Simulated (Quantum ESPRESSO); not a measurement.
## Calculated data, Al2ZnGeN4 (made-up cell)

Calculation on a made-up crystal cell, not a measurement: periodic Kohn-Sham density functional theory in plane waves with PseudoDojo standard norm-conserving scalar-relativistic pseudopotentials, each functional with its own files (v0.5 for PBE, v0.4.1 for LDA and PBEsol), no spin polarisation, no spin-orbit coupling, atoms not relaxed, stress positive in tension, energies less a fixed whole-eV offset for each atom's element; levels are Kohn-Sham levels at fractions of this cell's reciprocal vectors, counted from the reference band (half the neutral cell's valence electrons, rounded up) at Gamma; error bars cover cutoff and k-mesh only, not smearing or the files; added strain carries the atoms with the cell, and shear is the tensor component; each bar is the largest change over components, and at least 0.002 eV, 0.002 eV per angstrom or 0.02 GPa; energies are for the whole cell, and the offsets were chosen from early runs and are not element reference energies. Program: Quantum ESPRESSO 7.5.

Common to all runs: lattice type wurtzite; functional pbe; cutoff 1143 eV; fermi dirac smearing 0.025 eV; scf tolerance 1e-07 eV; electrons removed 0; k mesh 6 x 4 x 4, shifted by half a step.

(1) 
```cif
# cell vector a (Å): 3.0677 0.0300 -0.0203
# cell vector b (Å): 0.0520 5.4395 -0.0079
# cell vector c (Å): -0.0332 -0.0074 5.0023
data_Al2ZnGeN4
_symmetry_space_group_name_H-M 'P 1'
_symmetry_Int_Tables_number 1
_cell_length_a 3.0679
_cell_length_b 5.4398
_cell_length_c 5.0024
_cell_angle_alpha 90.172
_cell_angle_beta 90.760
_cell_angle_gamma 88.891
_cell_volume 83.46
loop_
_atom_site_label
_atom_site_type_symbol
_atom_site_fract_x
_atom_site_fract_y
_atom_site_fract_z
_atom_site_occupancy
Al1 Al 0.97374 0.00415 0.99890 1
Al2 Al 0.49927 0.48500 0.97986 1
Zn1 Zn 0.51381 0.16286 0.50247 1
Ge1 Ge 0.05008 0.64824 0.48956 1
N1 N 0.98879 0.99917 0.38440 1
N2 N 0.49045 0.49018 0.36842 1
N3 N 0.48960 0.16546 0.87803 1
N4 N 0.00133 0.66176 0.83391 1
_calc_free_energy_less_offsets -1.09  # eV
_calc_smearing_term_minus_ts 0  # eV
_calc_scf_iterations 11
_calc_pressure 20.05  # GPa
_calc_stress_xx -23.69  # GPa
_calc_stress_yy -11.01  # GPa
_calc_stress_zz -25.44  # GPa
_calc_stress_yz -3.445  # GPa
_calc_stress_xz 3.847  # GPa
_calc_stress_xy 11.18  # GPa
_calc_error_bar_energy 0.002  # eV
_calc_error_bar_stress 0.03305  # GPa
_calc_error_bar_force 0.002896  # eV/angstrom
_calc_error_bars_from 'tighter rerun of a related cell'
```

Atoms:
```
atoms element  atom site  atom energy offset (eV)
           Al          1                      -64
           Al          2                      -64
           Zn          3                    -5687
           Ge          4                    -2430
            N          5                     -283
            N          6                     -283
            N          7                     -283
            N          8                     -283
```

Forces:
```
site  x (eV/Å)  y (eV/Å)  z (eV/Å)
   1     1.323   -0.2834      0.26
   2    0.1896    0.4443   0.02472
   3    -1.455    -0.519    0.1374
   4    -3.992     4.609    -2.026
   5     1.787    -4.232    -2.635
   6     3.611    0.4377    -2.737
   7    -1.045    -0.186     2.043
   8   -0.4189   -0.2701     4.933
```

(2) 
```cif
# cell vector a (Å): 3.0677 0.0300 -0.0203
# cell vector b (Å): 0.0520 5.4395 -0.0079
# cell vector c (Å): -0.0332 -0.0074 5.0023
data_Al2ZnGeN4
_symmetry_space_group_name_H-M 'P 1'
_symmetry_Int_Tables_number 1
_cell_length_a 3.0679
_cell_length_b 5.4398
_cell_length_c 5.0024
_cell_angle_alpha 90.172
_cell_angle_beta 90.760
_cell_angle_gamma 88.891
_cell_volume 83.46
loop_
_atom_site_label
_atom_site_type_symbol
_atom_site_fract_x
_atom_site_fract_y
_atom_site_fract_z
_atom_site_occupancy
Al1 Al 0.97374 0.00415 0.99890 1
Al2 Al 0.49927 0.48500 0.97986 1
Zn1 Zn 0.51381 0.16286 0.50247 1
Ge1 Ge 0.05008 0.64824 0.48956 1
N1 N 0.98879 0.99917 0.38440 1
N2 N 0.49045 0.49018 0.36842 1
N3 N 0.48960 0.16546 0.87803 1
N4 N 0.00137 0.66176 0.83785 1
_calc_free_energy_less_offsets -1.18  # eV
_calc_smearing_term_minus_ts 0  # eV
_calc_scf_iterations 11
_calc_pressure 19.61  # GPa
_calc_stress_xx -23.8  # GPa
_calc_stress_yy -11.07  # GPa
_calc_stress_zz -23.98  # GPa
_calc_stress_yz -3.373  # GPa
_calc_stress_xz 3.671  # GPa
_calc_stress_xy 11.21  # GPa
_calc_error_bar_energy 0.002  # eV
_calc_error_bar_stress 0.03305  # GPa
_calc_error_bar_force 0.002896  # eV/angstrom
_calc_error_bars_from 'tighter rerun of a related cell'
```

Atoms:
```
atoms element  atom site  atom energy offset (eV)
           Al          1                      -64
           Al          2                      -64
           Zn          3                    -5687
           Ge          4                    -2430
            N          5                     -283
            N          6                     -283
            N          7                     -283
            N          8                     -283
```

Forces:
```
site  x (eV/Å)  y (eV/Å)  z (eV/Å)
   1     1.323   -0.2831    0.2804
   2     0.206     0.415   0.09465
   3    -1.455   -0.5188     0.142
   4    -4.048     4.631    -1.523
   5     1.787    -4.241    -2.586
   6     3.618    0.4392    -2.647
   7    -1.046   -0.1816     2.049
   8   -0.3857    -0.261      4.19
```

(3) 
```cif
# cell vector a (Å): 3.0677 0.0300 -0.0203
# cell vector b (Å): 0.0520 5.4395 -0.0079
# cell vector c (Å): -0.0332 -0.0074 5.0023
data_Al2ZnGeN4
_symmetry_space_group_name_H-M 'P 1'
_symmetry_Int_Tables_number 1
_cell_length_a 3.0679
_cell_length_b 5.4398
_cell_length_c 5.0024
_cell_angle_alpha 90.172
_cell_angle_beta 90.760
_cell_angle_gamma 88.891
_cell_volume 83.46
loop_
_atom_site_label
_atom_site_type_symbol
_atom_site_fract_x
_atom_site_fract_y
_atom_site_fract_z
_atom_site_occupancy
Al1 Al 0.97374 0.00415 0.99890 1
Al2 Al 0.49927 0.48500 0.97986 1
Zn1 Zn 0.51381 0.16286 0.50247 1
Ge1 Ge 0.05008 0.64824 0.48956 1
N1 N 0.98879 0.99917 0.38440 1
N2 N 0.49045 0.49018 0.36842 1
N3 N 0.48960 0.16546 0.87803 1
N4 N 0.00154 0.66178 0.85384 1
_calc_free_energy_less_offsets -1.411  # eV
_calc_smearing_term_minus_ts 0  # eV
_calc_scf_iterations 13
_calc_pressure 18.4  # GPa
_calc_stress_xx -24.36  # GPa
_calc_stress_yy -11.42  # GPa
_calc_stress_zz -19.42  # GPa
_calc_stress_yz -3.179  # GPa
_calc_stress_xz 3.132  # GPa
_calc_stress_xy 11.36  # GPa
_calc_error_bar_energy 0.002  # eV
_calc_error_bar_stress 0.03305  # GPa
_calc_error_bar_force 0.002896  # eV/angstrom
_calc_error_bars_from 'tighter rerun of a related cell'
```

Atoms:
```
atoms element  atom site  atom energy offset (eV)
           Al          1                      -64
           Al          2                      -64
           Zn          3                    -5687
           Ge          4                    -2430
            N          5                     -283
            N          6                     -283
            N          7                     -283
            N          8                     -283
```

Forces:
```
site  x (eV/Å)  y (eV/Å)   z (eV/Å)
   1      1.32    -0.267     0.3725
   2    0.2741    0.2828     0.3767
   3    -1.454   -0.5169     0.1569
   4    -4.212     4.692  -0.007567
   5     1.786    -4.259     -2.395
   6     3.645    0.4337     -2.292
   7    -1.048   -0.1659      2.071
   8   -0.3115   -0.1993      1.718
```

(4) 
```cif
# cell vector a (Å): 3.0677 0.0300 -0.0203
# cell vector b (Å): 0.0520 5.4395 -0.0079
# cell vector c (Å): -0.0332 -0.0074 5.0023
data_Al2ZnGeN4
_symmetry_space_group_name_H-M 'P 1'
_symmetry_Int_Tables_number 1
_cell_length_a 3.0679
_cell_length_b 5.4398
_cell_length_c 5.0024
_cell_angle_alpha 90.172
_cell_angle_beta 90.760
_cell_angle_gamma 88.891
_cell_volume 83.46
loop_
_atom_site_label
_atom_site_type_symbol
_atom_site_fract_x
_atom_site_fract_y
_atom_site_fract_z
_atom_site_occupancy
Al1 Al 0.97374 0.00415 0.99890 1
Al2 Al 0.49927 0.48500 0.97986 1
Zn1 Zn 0.51381 0.16286 0.50247 1
Ge1 Ge 0.05008 0.64824 0.48956 1
N1 N 0.98879 0.99917 0.38440 1
N2 N 0.49045 0.49018 0.36842 1
N3 N 0.48960 0.16546 0.87803 1
N4 N 0.00164 0.66180 0.86258 1
_calc_free_energy_less_offsets -1.462  # eV
_calc_smearing_term_minus_ts 0  # eV
_calc_scf_iterations 13
_calc_pressure 18.05  # GPa
_calc_stress_xx -24.75  # GPa
_calc_stress_yy -11.69  # GPa
_calc_stress_zz -17.73  # GPa
_calc_stress_yz -3.131  # GPa
_calc_stress_xz 2.937  # GPa
_calc_stress_xy 11.44  # GPa
_calc_error_bar_energy 0.002  # eV
_calc_error_bar_stress 0.03305  # GPa
_calc_error_bar_force 0.002896  # eV/angstrom
_calc_error_bars_from 'tighter rerun of a related cell'
```

Atoms:
```
atoms element  atom site  atom energy offset (eV)
           Al          1                      -64
           Al          2                      -64
           Zn          3                    -5687
           Ge          4                    -2430
            N          5                     -283
            N          6                     -283
            N          7                     -283
            N          8                     -283
```

Forces:
```
site  x (eV/Å)  y (eV/Å)  z (eV/Å)
   1     1.317   -0.2488    0.4272
   2    0.3115    0.2037    0.5249
   3    -1.453   -0.5147    0.1619
   4    -4.269     4.707    0.5346
   5     1.785    -4.258    -2.293
   6     3.659     0.423    -2.104
   7    -1.049   -0.1587      2.08
   8   -0.3022   -0.1533    0.6688
```

(5) 
```cif
# cell vector a (Å): 3.0677 0.0300 -0.0203
# cell vector b (Å): 0.0520 5.4395 -0.0079
# cell vector c (Å): -0.0332 -0.0074 5.0023
data_Al2ZnGeN4
_symmetry_space_group_name_H-M 'P 1'
_symmetry_Int_Tables_number 1
_cell_length_a 3.0679
_cell_length_b 5.4398
_cell_length_c 5.0024
_cell_angle_alpha 90.172
_cell_angle_beta 90.760
_cell_angle_gamma 88.891
_cell_volume 83.46
loop_
_atom_site_label
_atom_site_type_symbol
_atom_site_fract_x
_atom_site_fract_y
_atom_site_fract_z
_atom_site_occupancy
Al1 Al 0.97374 0.00415 0.99890 1
Al2 Al 0.49927 0.48500 0.97986 1
Zn1 Zn 0.51381 0.16286 0.50247 1
Ge1 Ge 0.05008 0.64824 0.48956 1
N1 N 0.98879 0.99917 0.38440 1
N2 N 0.49045 0.49018 0.36842 1
N3 N 0.48960 0.16546 0.87803 1
N4 N 0.00185 0.66182 0.88253 1
_calc_free_energy_less_offsets -1.433  # eV
_calc_smearing_term_minus_ts 0  # eV
_calc_scf_iterations 13
_calc_pressure 17.88  # GPa
_calc_stress_xx -25.79  # GPa
_calc_stress_yy -12.43  # GPa
_calc_stress_zz -15.41  # GPa
_calc_stress_yz -3.149  # GPa
_calc_stress_xz 2.683  # GPa
_calc_stress_xy 11.64  # GPa
_calc_error_bar_energy 0.002  # eV
_calc_error_bar_stress 0.03305  # GPa
_calc_error_bar_force 0.002896  # eV/angstrom
_calc_error_bars_from 'tighter rerun of a related cell'
```

Atoms:
```
atoms element  atom site  atom energy offset (eV)
           Al          1                      -64
           Al          2                      -64
           Zn          3                    -5687
           Ge          4                    -2430
            N          5                     -283
            N          6                     -283
            N          7                     -283
            N          8                     -283
```

Forces:
```
site  x (eV/Å)  y (eV/Å)  z (eV/Å)
   1     1.311   -0.1873    0.5564
   2    0.3946   0.01453    0.8321
   3    -1.451   -0.5067    0.1659
   4    -4.338     4.705     1.239
   5     1.782    -4.228    -2.063
   6     3.687    0.3809    -1.689
   7    -1.052   -0.1466     2.095
   8   -0.3337  -0.03226    -1.136
```
